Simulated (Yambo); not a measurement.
```
SiC
1.0
    0.00000     2.16330     2.16330
    2.16330     0.00000     2.16330
    2.16330     2.16330     0.00000
C Si
1 1
Direct
  0.00000   0.00000   0.00000
  0.75000   0.75000   0.75000
```

Response from Yambo on PBEsol (pw.x of Quantum ESPRESSO, ONCV potentials, scalar-relativistic) bands: 16×16×16 mesh, 15 bands, 4 Ry local-field block, 0.2 eV broadening.

Problem. Give the static electronic dielectric constant without and with local fields.

Solution. 
```tsv
field along	ε(0), independent particles	ε(0), RPA with local fields	refractive index √ε
x	7.25	6.77	2.60
```
Electronic (clamped-ion) response only. PBEsol gaps are usually too small, which raises these values. Convergence of the RPA response with its 16×16×16 mesh was not tested.

Geometry strained from the cell relaxed with PBEsol, atoms relaxed again.
